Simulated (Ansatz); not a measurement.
Input, command and steps of an Ansatz relaxation.

```yaml
crystal:
  lattice:
    - [3.0014719965, 0.0, 0.0]
    - [-1.5007359983, 2.5993509977, 0.0]
    - [0.0, 0.0, 3.1908489903]
  atoms:
    - { symbol: Ti, position: [0.0, 0.0, 0.0] }
    - { symbol: B, position: [0.3333333333, 0.6666666667, 0.5] }
    - { symbol: B, position: [0.6666666667, 0.3333333333, 0.5] }
basis:
  ecutwfc: 420
kpoints:
  mp_grid: { grid: [15, 15, 14] }
hamiltonian:
  xc: pbe
scf:
  occupations: { method: gaussian, width: 0.1 }
output:
  forces: true
  stress: true
  eigenvalues: true
relax:
  adjacent_minimum: "off"
  f_tol: 0.01
  max_steps: 30
  cell: { stress_tol: 0.1, fix: [volume] }
```

```bash
ansatz run input.yaml --threads 1 --pin off --max-ram 2560MiB --backend cpu --events-out ev --progress --plain --runs-dir out
```

Computed with DFT PBE, scalar-relativistic, plane waves, PAW (Ansatz).

The volume is held at 0.97 times that of the relaxed cell.

Of 3 frames 3 are shown, positions in Å and forces in eV/Å; the SCF threshold varies from step to step. Steps run on the plane waves of an earlier cell, with a Pulay correction in the pressure. The basis is chosen afresh for the last frame, the zero of the energies, and at times for earlier ones too; energy and pressure step there, also at an unchanged geometry.

```xyz
3
Lattice="3.0015 0.0000 0.0000 -1.5007 2.5994 0.0000 0.0000 0.0000 3.1908" Properties=species:S:1:pos:R:3:forces:R:3 pbc="T T T" step=1 free_energy_over_end_meV_per_atom=0.12 pressure_GPa=8.29
Ti    0.0000    0.0000    0.0000    0.0000    0.0000    0.0000
B     0.0000    1.7329    1.5954    0.0000    0.0000    0.0000
B     1.5007    0.8665    1.5954    0.0000    0.0000    0.0000
3
Lattice="3.0056 0.0000 0.0000 -1.5028 2.6030 0.0000 0.0000 0.0000 3.1820" Properties=species:S:1:pos:R:3:forces:R:3 pbc="T T T" step=2 free_energy_over_end_meV_per_atom=0.00 pressure_GPa=8.13
Ti    0.0000    0.0000    0.0000    0.0000    0.0000    0.0000
B     0.0000    1.7353    1.5910    0.0000    0.0000    0.0000
B     1.5028    0.8677    1.5910    0.0000    0.0000    0.0000
3
Lattice="3.0056 0.0000 0.0000 -1.5028 2.6030 0.0000 0.0000 0.0000 3.1820" Properties=species:S:1:pos:R:3:forces:R:3 pbc="T T T" step=3 free_energy_over_end_meV_per_atom=0.00 pressure_GPa=8.13
Ti    0.0000    0.0000    0.0000    0.0000    0.0000    0.0000
B     0.0000    1.7353    1.5910    0.0000    0.0000    0.0000
B     1.5028    0.8677    1.5910    0.0000    0.0000    0.0000
```

The run took 15 s on 1 thread of Arm Neoverse V1, with other jobs on the host, peak memory 0.36 GiB.